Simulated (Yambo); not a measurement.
```
Ni3Ge
1.0
    3.53033     0.00000     0.00000
    0.00000     3.53033     0.00000
    0.00000     0.00000     3.53033
Ni Ge
3 1
Cartesian
  1.76517   0.00000   1.76517
  0.00000   1.76517   1.76517
  1.76517   1.76517   0.00000
  0.00000   0.00000   0.00000
```

The geometry is that of Materials Project entry mp-21008, symmetrised and not relaxed again.

Q: Where are the main features of Im ε from TDDFT with the adiabatic LDA kernel on LDA bands (Yambo; 10×10×10 mesh, 85 bands, 4 Ry local-field block, 0.25 eV broadening; field along x)?

A: Peaks at 1.1 eV (53), 4.6 eV (10), heights in brackets. Only interband transitions are included: the Drude term is missing, so nothing below about 0.6 eV and no real part is shown. Peak heights and small wiggles depend on the k mesh. 

Spin-orbit coupling is not included.

The structure is a Materials Project entry; no match was found in the copy of COD used, and its stability was not checked.

The runs are not spin-polarised; magnetic order was not tried.
